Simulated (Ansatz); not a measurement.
Property card for GaSn

Theory: Ansatz 0.2.0, DFT PBE, scalar-relativistic, plane waves, PAW.

Settings: cutoff 420 eV, Γ-centred mesh 16×16×16 on the computed 2-atom cell, Gaussian smearing of 0.10 eV; no spin polarisation.

The structure is relaxed at this level of theory with its symmetry kept, and needn't be the ground state of this composition.

Space group Fm-3m (No. 225), cubic, a = 5.801 Å. Ga is surrounded by 6 Sn at 2.90 Å; Sn is surrounded by 6 Ga at 2.90 Å.

| Property | Result |
| --- | --- |
| Volume per atom | 24.40 Å³ |
| Formation energy from the elements' standard states (uncorrected) | +0.084 eV/atom |
| Kohn–Sham band gap | none (metal) |
| Density of states at the Fermi level | 1.0 states/eV per cell |
| Orbital (Löwdin) character within 0.5 eV of the Fermi level | Sn 5p 47 %, Ga 4p 38 %, Ga 4s 7 % |
| Bader charge by site (e) | Ga (1 in the cell) -0.07, Sn (1 in the cell) 0.07 |

The cell was found from a structure generator's guess, not taken from experiment. Löwdin shares on free-atom orbitals overweight diffuse shells.
